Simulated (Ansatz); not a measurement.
Bi2Se3 (R-3m), relaxed with PBE (Ansatz, an electronic-structure program, plane waves, PAW): a = 4.190 Å, b = 4.190 Å, c = 31.352 Å, α = 90.00°, β = 90.00°, γ = 120.00°.

| Property | Value |
|---|---|
| gap (eV) | 0.69 |
| ΔH_f (eV/atom) | -0.39 |
| electron conductivity mass (mₑ) | 0.15 |

Task: The same phase is relaxed and computed with r²SCAN+D4 in the same code. What are the cell and these values now?

Result: a = b = 4.1490 Å, c = 29.4787 Å, α = β = 90.00°, γ = 120.00°.

* **gap (eV)**: 0.68
* **ΔH_f (eV/atom)**: -0.44
* **electron conductivity mass (mₑ)**: 0.15

Weakly bound layers, chains or molecules computed without a dispersion correction, so cells and soft constants are ill determined: Bi2Se3, R-3m (Bi on 6c, Se on 3a, Se on 6c) with PBE. All cells were relaxed under the symmetry of their starts (and spin orders); stability against distortions was not tested throughout. Scalar-relativistic: spin–orbit coupling is off unless named, which matters more the heavier the elements.

Potentials: the later of the program's two PAW sets.

Ansatz is a plane-wave DFT program.

Formation energies count from the lowest solids of the elements computed at the same level, not from gases.
